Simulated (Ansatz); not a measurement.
ZrCu₅:
```xyz
6
Lattice="0.0000 3.4123 3.4123 3.4123 0.0000 3.4123 3.4123 3.4123 0.0000" Properties=species:S:1:pos:R:3 pbc="T T T"
Cu     5.1184     5.1184     5.1184
Cu     4.2594     4.2594     2.5652
Cu     4.2594     2.5652     4.2594
Cu     2.5652     4.2594     4.2594
Cu     2.5652     2.5652     2.5652
Zr     0.0000     0.0000     0.0000
```

Relaxed with r²SCAN. Special points in fractions of this cell's reciprocal vectors: Γ (0.000, 0.000, 0.000); X (0.500, 0.000, 0.500); U (0.625, 0.250, 0.625); K (0.375, 0.375, 0.750); L (0.500, 0.500, 0.500); W (0.500, 0.250, 0.750).

Task: List the band energies nearest the Fermi level at these points for DFT-r²SCAN in the program Ansatz with PAW potentials.

Result: In eV from the Fermi level; about four levels below and three above (degenerate sets whole), none deeper than 8.9 eV; points with the same levels are listed once.

| k | below | above |
|---|---|---|
| Γ | -1.17 -1.17 -1.17 -0.29 | 0.24 0.24 3.76 3.76 3.76 |
| X | -2.30 -1.84 -0.09 -0.09 | 0.54 1.31 1.76 1.76 |
| U | -2.26 -1.99 -0.70 -0.18 | 1.42 1.60 1.83 1.83 |
| L | -1.73 -0.48 -0.48 -0.28 | 1.26 1.26 1.93 |
| W | -2.20 -2.18 -1.95 -1.56 | 0.55 1.29 1.33 |

Space group F-43m. The workflow started from an entry of the Crystallography Open Database (COD). Whether it is the stable phase at ambient conditions was not checked. Symmetry was held in the r²SCAN relaxation; its stability against distortions is not shown here. The run is not spin-polarised. Spin–orbit coupling is left out wherever it is not named.

Potentials: the later of the program's two PAW sets.
